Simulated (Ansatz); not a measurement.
**HfO2: pressure against volume**

HfO2, Fm-3m, a = 5.044 Å. This isn't the usual stable structure of the compound. Ansatz: PBEsol, PAW, 420 eV, Γ-centred 8×8×8 mesh on 3 atoms, Gaussian smearing 0.02 eV; no spin polarisation. Symmetry fixes shape and atoms, so the cell is only scaled; pressure is positive in compression.

```
V (Å³/atom) P (GPa)
      9.410        ?
      9.731    30.38
     10.052    18.62
     10.373     8.56
     10.693    -0.02
     11.014    -7.36
     11.335   -13.64
     11.763   -20.63
```

Take V0 = 10.693 Å³/atom, count pressures from its P0 = -0.02 GPa, fit the third-order Birch–Murnaghan form to the other rows, and predict the missing pressure.

With the Eulerian strain f = ½[(V0/V)^(2/3) − 1] and y = (P − P0)/[3f(1 + 2f)^(5/2)], the form is the line y = B0 + 1.5 B0 (B0′ − 4) f. Rows (f, y): 0.03243, 267.0; 0.02104, 266.4; 0.01023, 265.8; -0.00976, 263.3; -0.01906, 262.5; -0.03080, 261.5. Means f = 0.0006800, y = 264.42; Σ(Δf)² = 0.003003, ΣΔfΔy = 0.2769; the slope is their ratio. y = 264.4 + 92.20 f GPa, so B0 = 264.4 GPa and B0′ = 4 + 2 × (92.20)/(3 × 264.4) = 4.23. At V = 9.410, f = 0.04447, y = 268.50 and P = 44.30 GPa. The run gave 44.20 GPa, so the fit is 0.10 GPa too high, a small miss on the scale of the series.

Spin–orbit coupling is left out, which can shift energies with elements as heavy as these.